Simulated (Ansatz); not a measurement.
Relaxed-ion elastic tensor of GaN (rock salt, space group No. 225) in GPa (Voigt order), LDA in the plane-wave PAW code Ansatz; density 7.61 g/cm³, 9.14 Å³ per atom.

```tsv
	1	2	3	4	5	6
1	386	181	181	0.0	0.0	0.0
2	181	386	181	0.0	0.0	0.0
3	181	181	386	0.0	0.0	0.0
4	0.0	0.0	0.0	228	0.0	0.0
5	0.0	0.0	0.0	0.0	228	0.0
6	0.0	0.0	0.0	0.0	0.0	228
```

### Question
Is the crystal mechanically stable?

### Answer
Yes: the smallest eigenvalue of C is 205 GPa.

### Question
Work out the Voigt, Reuss and Hill averages.

### Answer
K_V = 249, K_R = 249, K_H = 249; G_V = 178, G_R = 153, G_H = 166 GPa.

### Question
Give Young's modulus, Poisson's ratio, Pugh's ratio and the universal anisotropy index.

### Answer
E = 9KG/(3K + G) = 407 GPa; ν = 0.23; K/G = 1.51 (brittle by the Pugh limit of 1.75); A_U = 5G_V/G_R + K_V/K_R − 6 = 0.81.

### Question
Estimate the sound speeds and the Debye temperature.

### Answer
v_l = √((K + 4G/3)/ρ) = 7860 m/s, v_t = √(G/ρ) = 4660 m/s, mean 5160 m/s; Θ = (h/k)(3n/4πV)^(1/3) v_m = 736 K.

### Question
Give the Zener ratio and Young's modulus along [100], [110] and [111].

### Answer
A = 2C44/(C11 − C12) = 2.23; 1/E = S11 − 2(S11 − S12 − S44/2)Γ with Γ = 0, 1/4, 1/3 gives 270, 425, 525 GPa.

Space group Fm-3m (rock salt). This is a known high-pressure phase of the composition, computed here at zero pressure and temperature. The cell was relaxed with LDA under the symmetry of its start; phonons on a q-mesh show no instability.

Potentials: the later of the program's two PAW sets.
